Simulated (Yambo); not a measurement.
BSE-type run in Yambo on Na2NiO2 (space group Cmc2_1, No. 36), at zero momentum.

Quantum ESPRESSO step (PBEsol, PseudoDojo standard norm-conserving files, scalar-relativistic):
```
&CONTROL
  calculation = 'nscf'
  pseudo_dir = './pseudo'
  outdir = './out'
/
&SYSTEM
  ibrav = 0
  nat = 10
  ntyp = 3
  ecutwfc = 98.0
  ecutrho = 392.0
  occupations = 'fixed'
  force_symmorphic = .true.
  nbnd = 97
/
&ELECTRONS
  conv_thr = 1e-08
  diago_full_acc = .true.
  diago_thr_init = 1e-08
/
ATOMIC_SPECIES
O 15.9990 O.upf
Na 22.9898 Na.upf
Ni 58.6934 Ni.upf
CELL_PARAMETERS angstrom
  1.432710000000  -5.108250000000   0.000000000000
  1.432710000000   5.108250000000   0.000000000000
  0.000000000000   0.000000000000   8.301130000000
ATOMIC_POSITIONS crystal
O   0.277690000000   0.722310000000   0.906470000000
O   0.722310000000   0.277690000000   0.406470000000
O   0.480170000000   0.519830000000   0.089840000000
O   0.519830000000   0.480170000000   0.589840000000
Na   0.604740000000   0.395260000000   0.847560000000
Na   0.395260000000   0.604740000000   0.347560000000
Na   0.148570000000   0.851430000000   0.169220000000
Na   0.851430000000   0.148570000000   0.669220000000
Ni   0.877950000000   0.122050000000   0.001620000000
Ni   0.122050000000   0.877950000000   0.501620000000
K_POINTS automatic
8 8 2 0 0 0
```

Yambo input:
```
rim_cut
optics
bse
bss
dipoles
em1s
RandQpts= 1000000
RandGvec= 1 Ry
FFTGvecs= 40 Ry
Chimod= "HARTREE"
BSKmod= "SEX"
BSEmod= "resonant"
BSSmod= "hs"
BSENGexx= 15 Ry
BSENGBlk= 3 Ry
% KfnQP_E
 1.686 | 1.0 | 1.0 |
%
% BSEQptR
 1 | 1 |
%
% BSEBands
 33 | 55 |
%
% BEnRange
 0.0 | 8.2 | eV
%
% BDmRange
 0.15 | 0.15 | eV
%
BEnSteps= 164
% BLongDir
 0.0 | 0.0 | 1.0 |
%
BSHayTrs= -0.02
BSSNEig= 24
WRbsWF
% BndsRnXs
 13 | 93 |
%
NGsBlkXs= 3 Ry
% LongDrXs
 1.0 | 1.0 | 1.0 |
%
```

From the report:

The dimension is k points × valence × conduction bands = 128 × 16 × 7 = 14336.
```
  [SLEPC] Approach                          : Krylov-Schur
  [SLEPC] Number of requested eigenvalues   :  24
  [SLEPC] Number of eigenvalues        [NEV]:  24
   [K] Dimension                                    :  14336
   [K] Bands                                        :   33   55
   [K] Exchange res                                 : yes
   [K] Correlation res                              : yes
   [K] W interaction is bare                        : no
   [K] RL vectors exchange                          :   833
   [K] RL vectors correlation                       :   89
   [W] Matrix size                                  :   89
   [W] Bands                                        :   13   93
   [W] Coulomb Cutoff                               : none
   [W] Hxc Kernel                                   : HARTREE
```
Lowest eigenvalues (eV; in brackets the number of states within 2 meV): 0.66 (2), 0.83 (2), 0.90 (1), 0.90 (1), 1.59 (1), 1.59 (1). They depend on the mesh, which isn't converged, and on the G0W0 scissor.

Geometry of the Materials Project entry, not relaxed at this level.

The runs are not spin-polarised; magnetic order was not tried.
